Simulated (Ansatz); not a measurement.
Given:

KCu4Se3:
```
CELL_PARAMETERS angstrom
      3.92013     0.00000     0.00000
      0.00000     3.92013     0.00000
      0.00000     0.00000     9.74567
ATOMIC_POSITIONS crystal
  Cu 0.00000 0.50000 0.16177
  Cu 0.50000 0.00000 0.16177
  Cu 0.00000 0.50000 0.83823
  Cu 0.50000 0.00000 0.83823
  Se 0.50000 0.50000 0.00000
  Se 0.00000 0.00000 0.30356
  Se 0.00000 0.00000 0.69644
  K  0.50000 0.50000 0.50000
```

This is the PBEsol-relaxed structure. Tensor components refer to the Cartesian frame of this cell.

Task: All from the program Ansatz at the PBEsol level (PAW), unless another level is named. Give the Hill bulk and shear moduli.

Result: 46.6 and 16.5 GPa.

Task: Next, the elastic constants (relaxed ions, GPa)?

Result: C11 = 77.8, C12 = 23.0, C13 = 39.9, C33 = 58.1, C44 = 18.8, C66 = 13.3.

Space group P4/mmm. The workflow started from an entry of the Crystallography Open Database (COD, 293 K). Its standing as an ambient phase is unchecked. The PBEsol relaxation kept the symmetry of its start; whether a distortion lowers the energy is not shown. The run is not spin-polarised. With an odd number of electrons in the cell and no spin polarisation, the count alone makes it a metal. As this level gives no gap, shear constants depend on the k-mesh and smearing (Fermi–Dirac, 0.1 eV here).

Potentials: the later of the program's two PAW sets.
